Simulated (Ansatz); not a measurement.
Consider the following.

Starting cell, WSi2 (MoSi2 type, space group I4/mmm):

```
CELL_PARAMETERS angstrom
     -1.61472     1.61472     3.93387
      1.61472    -1.61472     3.93387
      1.61472     1.61472    -3.93387
ATOMIC_POSITIONS crystal
  W  0.00000 0.00000 0.00000
  Si 0.33458 0.33458 0.00000
  Si 0.66542 0.66542 0.00000
```

In this cell atom 1 (W, nearest neighbour Si at 2.628 Å; its periodic images, 3.2 Å or more away, move with it) is moved by u·(0.707, 0.707, 0.000) + v·(0.000, 0.000, 1.000); the rest is frozen.

These are PBE (plane waves to 420 eV, PAW, scalar-relativistic; Ansatz, a quantum-chemistry and plane-wave program) values and carry that method's errors. k mesh 16×16×16 (Γ-centred), Fermi-Dirac smearing 0.05 eV. The energy includes the smearing's −TS. With partly filled bands, energies and forces of such displacements shift with the k mesh and the smearing. Spin-orbit coupling is left out, though W is heavy. The PAW data are Ansatz's earlier set. WSi2 is run without spin polarisation. WSi2 was relaxed with its symmetry unable to fall. The zero of ΔE is the undisplaced structure. Axes are in Å.

The scan covers u from -0.390 to 0.390 Å in 5 points and v from -0.390 to 0.390 Å in 5 points.

Task: In which direction of the plane is the atom held most weakly?

Result: Along u.

Task: What are the two principal curvatures of the energy at the centre?

Result: 10.1 and 13.9 eV/Å².

(For displaced atoms, the force is minus the slope of the energy, and its curvature is a force constant, which sets phonon frequencies.)
